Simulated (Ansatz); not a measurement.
Mg (9R (Sm type), R-3m) under volume change, plane-wave PAW LDA (Ansatz code), shape and atoms relaxed at each volume.

```
V (Å³/atom)  E − E(relaxed) (meV/atom)  P (GPa)
-----------  -------------------------  -------
19.703                            25.4     4.51
20.353                            10.7     2.77
21.003                             2.5     1.28
21.652                             0.0     0.00
22.302                             2.3    -1.10
22.951                             8.7    -2.05
23.601                            18.7    -2.86
```

Question: What does a third-order Birch–Murnaghan fit give for V₀, B₀ and B′?

Answer: V₀ = 21.65 Å³/atom, B₀ = 39.5 GPa, B′ = 4.0.

The workflow started from a Materials Project entry (that database holds measured and hypothetical structures alike); the Crystallography Open Database copy checked does not list it. It is not the phase usual at ambient conditions (space group No. 194). Symmetry was held in the LDA relaxation; whether a distortion lowers the energy is not shown.

Potentials: the earlier of the program's two PAW sets. The files were generated under PBE; for other functionals the program regenerates the frozen cores, and for LDA and PBEsol the local potential too.
